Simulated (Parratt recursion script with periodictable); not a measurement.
## How the EUV peak of a Si/Mo multilayer on Si grows with the number of periods

| layer, from the top | thickness (Å) | density (g/cm³) | rms roughness of its top face (Å) | δ at 13.5 nm | β at 13.5 nm |
|---|---|---|---|---|---|
| Si (in each period) | 43.7 | 2.313 | 0 | 9.927 × 10⁻⁴ | 0.001813 |
| Mo (in each period) | 29.1 | 10.026 | 0 | 0.07476 | 0.006314 |
| Si (substrate) | – | 2.313 | 0 | 9.927 × 10⁻⁴ | 0.001813 |

The refractive index is n = 1 − δ + iβ; the runs take δ and β at each wavelength of the scan. Vacuum lies above.

Densities are inputs, not measurements. They were set from computed cells of the Materials Project: Si from entry mp-149 (Fd-3m, 2.313 g/cm³); Mo from entry mp-129 (Im-3m, 10.026 g/cm³). A layer's crystal structure does not enter its constants, only its composition and density.

Model: EUV and soft X-ray reflectivity, Parratt recursion, Névot-Croce roughness, Henke tables. Program: Parratt recursion script with periodictable 1.7.1.

Light falls at α = 20° from the surface normal. It is s-polarised. The wavelength is scanned from 12.42 to 14.58 nm in 161 evenly spaced points, without smoothing. The peak is the highest scan point; its wavelength and height come from a parabola through R at that point and its two neighbours.

The runs differ in the number of periods N alone.

```
N    peak λ (nm)  peak R (%)
---  -----------  ----------
5         13.404        12.6
15        13.303           ?
40        13.349        73.5
120       13.357        74.0
```

Task: Estimate the peak reflectivity for N = 15, trying the form R = R∞ tanh²(aN).

Result: Take R∞ from the largest stack, 74.0 % at N = 120. For the shown row under 97 % of it, y = artanh[(R/R∞)^½] is 0.439 at N = 5, so a = 0.0878. This form gives tanh²y = 1.000 at N = 120, in keeping with the choice of R∞. At N = 15, y = 1.317 and R = 74.0 × tanh²y = 55.5 %.

The run gave 53.1 %, so the form misses by 2.4 points.
